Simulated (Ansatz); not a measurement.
A geometry of Mg away from equilibrium: step 2 of the relaxation of a relaxed Mg cell, doubled along one cell vector, shaken by Gaussian noise of σ = 0.08 Å a coordinate. The numbers are results of PBEsol (plane waves to 420 eV, PAW, scalar-relativistic; Ansatz, a quantum-chemistry and plane-wave program), not measurements. Γ-centred k-mesh 7×4×7 on the run's cell (coarser than for final values), Fermi–Dirac smearing 0.05 eV.

```
CELL_PARAMETERS angstrom
      2.52723    -4.66543     0.00653
      5.09037     9.35061    -0.00622
      0.00337    -0.00522     5.03271
ATOMIC_POSITIONS crystal
  Mg 0.51142 0.24868 0.50376
  Mg 0.50057 0.74973 0.50970
  Mg 0.83620 0.08656 0.49483
  Mg 0.81360 0.58213 0.51295
  Mg 0.18841 0.41533 0.50421
  Mg 0.17833 0.91097 0.49836
  Mg 0.00223 0.99648 0.99904
  Mg 0.00603 0.49945 0.01073
```

Problem. Which atoms carry the largest force, and which way does it point?

Solution. 0.41 eV/Å, on Mg4 (atoms numbered as listed); on Mg4 its components are (0.33, -0.24, 0.01).

Problem. What is the pressure?

Solution. +0.3 GPa, compression positive.

No spin polarisation in the result.

The end of the path is a generated cell of Mg: the first start was made by a random draw of sites in a space group, and the end was not matched to a known phase here, so it may be hypothetical. Known forms of Mg include space group No. 194.
